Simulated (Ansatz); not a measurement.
An Ansatz run on WOTe as a Janus 2H monolayer left the output below. The geometry is the r2SCAN minimum.

Structure:
```xyz
3
Lattice="3.1730 0.0000 0.0000 -1.5865 2.7479 0.0000 0.0000 0.0000 30.6455" Properties=species:S:1:pos:R:3 pbc="T T F"
W     0.0000    1.8319    9.2975
O     1.5865    0.9160   10.3615
Te    1.5865    0.9160    7.3410
```
Periodic in the plane only; c spans the vacuum.

The output, standing remarks left out:
```
scf.n_extra_bands = 4 over 18 filled bands (N_el = 36.0): the run solves 22 bands
Functional definition: LC-wPBE
Crystal: 3 atoms, lattice volume = 267.194 Å³
Basis set: ecut = 420 eV, 5227 PW (Γ)
Symmetry: 6 space group operations
Space group: P3m1 (ITA 156)
k-points: 7 of 36 (time reversal used)
[warm-up without exact exchange]
SCF 1 stopped early in 7 iterations: F = -17931.549813 eV  dr2 = 1.36e-5
[exact exchange on]
Exchange kernel: α = 0.0000 at short range, 1.0000 at long range (ω = 0.7559 Å⁻¹), several ranges, Wigner–Seitz truncation, v(0) = 14990.8719 eV·Å³, q-mesh 6×6×1
preconditioner: auto → none  [insulator: Δε(μ)=5.404 eV  ℏωp=9.1 eV]
SCF 2 stopped early in 9 iterations: F = -17919.994088 eV  dr2 = 6.68e-5
hybrid outer 1: dexx = +2.335e-1 eV, tail = 8.50e-4 eV
SCF 3 converged in 9 iterations: F = -17919.996935 eV  dr2 = 6.07e-11
hybrid outer 2: dexx = +4.797e-5 eV, tail = 1.65e-6 eV, Δε = 1.23e-2 eV, ΔF = 5.55e-2 eV/Å
SCF 4 converged in 5 iterations: F = -17919.996941 eV  dr2 = 1.72e-10
hybrid outer 3: dexx = +7.973e-8 eV, tail = 5.97e-9 eV, Δε = 2.45e-4 eV, ΔF = 2.92e-3 eV/Å
SCF 5 converged in 2 iterations: F = -17919.996941 eV  dr2 = 1.09e-10
hybrid outer 4: dexx = +2.750e-10 eV, tail = 2.46e-10 eV, Δε = 2.79e-5 eV, ΔF = 2.16e-4 eV/Å
WARN: The output density's exchange-correlation potential varies sharply where the density is thin. Do not read a vacuum level from v_tot or v_xc, or from such a field of the output density. […]
hybrid SCF converged: 4 outer / 25 inner (+7 warm-up)
Free energy (F): -17919.996941 eV
Fermi energy:    -7.230753 eV
--- Per-component energies (eV) ---
  E_band       = -1240.942777
  E_kinetic    = 804.118579
  E_local      = -85123.208977
  E_nonlocal   = -265.062663
  E_hartree    = 42249.276613
  E_xc         = -300.131389
  E_vxc        = -302.289238
  E_exx        = -187.592781
  E_paw        = -13348.079906
  E_vpaw       = -477.870047
  E_ewald      = 38250.365749
  E_core_change = 0.315610
--- Forces (eV/Å), atoms counted from 1 ---
  atom   1  W       0.00000      0.00000    -0.80176
  atom   2  O       0.00000      0.00000    -0.29085
  atom   3  Te      0.00000      0.00000      1.09258
--- 2D stress c σ (N/m, compression-positive) ---
       -4.770829       0.000000       0.000000
        0.000000      -4.770829       0.000000
        0.000000       0.000000       0.000000
  P = ½ c Tr σ = -4.7708 N/m
--- Band table (eV; the first three rows and the last of 7) ---
  k-point 0: bands = […, -14.5274, -14.5274, -13.1999, -8.7692, -8.7692, -7.2308, -1.2262, -0.4536, 0.1374, 0.1374]
  k-point 1: bands = […, -15.0478, -14.3340, -12.6672, -10.3060, -9.0636, -7.8668, -0.7915, -0.5588, 0.0915, 0.1191]
  k-point 2: bands = […, -14.9348, -14.1720, -13.8446, -11.7431, -9.2496, -9.1429, -1.6697, -0.2957, 0.9157, 1.0568]
  k-point 6: bands = […, -15.7545, -14.6217, -13.9788, -13.5829, -11.1294, -8.8500, -1.7129, -0.8226, 1.4976, 2.2437]
```

**Question.** Write the input file that gave this output.

**Answer.**
```yaml
crystal:
  # lattice and atoms as above
  periodic: [true, true, false]
kpoints:
  mp_grid: { grid: [6, 6, 1] }
hamiltonian:
  xc: lc_wpbe
scf:
  occupations: { method: fixed }
  n_extra_bands: 4
output:
  forces: true
  stress: true
  eigenvalues: true
```
A stress in N/m and a mesh with one point along c mark a sheet. The exchange loop and the term E_exx show exact exchange. Keys that only write grids to files are left aside. Keys that aren't typed take their defaults; thresholds and the kind of smearing can't be read off these lines.

Run as `ansatz run input.yaml --threads 4 --pin off --max-ram 5529MiB --backend cpu --events-out ev --progress --plain --runs-dir out`. Wall time 84 s on 4 threads of Arm Neoverse V2, with other jobs on the host; peak host memory 3.5 GiB.

Spin-unpolarised throughout. Whether this structure exists isn't addressed.

No spin-orbit coupling is included; it can move band edges with weight on the heavy atoms by tenths of an eV.
